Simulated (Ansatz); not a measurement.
SnO2:
```
CELL_PARAMETERS angstrom
      3.54943     0.00000     0.00000
      0.00000     3.54943     0.00000
      0.00000     0.00000     5.42846
ATOMIC_POSITIONS crystal
  Sn 0.00000 0.00000 0.00000
  Sn 0.50000 0.50000 0.50000
  O  0.00000 0.50000 0.17716
  O  0.00000 0.50000 0.67716
  O  0.50000 0.00000 0.32284
  O  0.50000 0.00000 0.82284
```

Relaxed with r²SCAN. Special points in fractions of this cell's reciprocal vectors: Γ (0.000, 0.000, 0.000); X (0.000, 0.500, 0.000); M (0.500, 0.500, 0.000); Z (0.000, 0.000, 0.500); R (0.000, 0.500, 0.500); A (0.500, 0.500, 0.500).

List the band energies nearest the valence-band maximum at these points for the program Ansatz at the r²SCAN level (PAW).

In eV from the valence-band maximum; about four levels below and three above (degenerate sets whole), none deeper than 8.9 eV; … stands for higher levels left out; points with the same levels are listed once.

| k | below | above |
|---|---|---|
| Γ | -0.80 -0.38 -0.13 -0.13 | 1.70 4.89 8.24 |
| X | -1.17 -1.17 -0.48 -0.48 | 5.31 5.31 8.66 8.66 |
| M | -0.41 -0.41 0.00 0.00 | 6.57 6.57 8.42 8.42 |
| Z | -1.10 -1.10 -0.08 -0.08 | 4.23 4.23 7.36 7.36 |
| R | -1.32 -1.32 -1.24 -1.24 | 5.58 5.58 9.33 9.33 |
| A | -0.43 -0.43 -0.40 -0.40 | 6.94 6.94 … |

Space group P4_2/nmc. The cell is a constructed one: a structure type filled with these elements; neither database checked (COD, Materials Project) lists it. It is not the phase usual at ambient conditions (space group No. 136). Symmetry was held in the r²SCAN relaxation. At this level the phase is mechanically unstable. Scalar-relativistic: spin–orbit coupling is off unless named, which matters more the heavier the elements.

Potentials: the later of the program's two PAW sets.
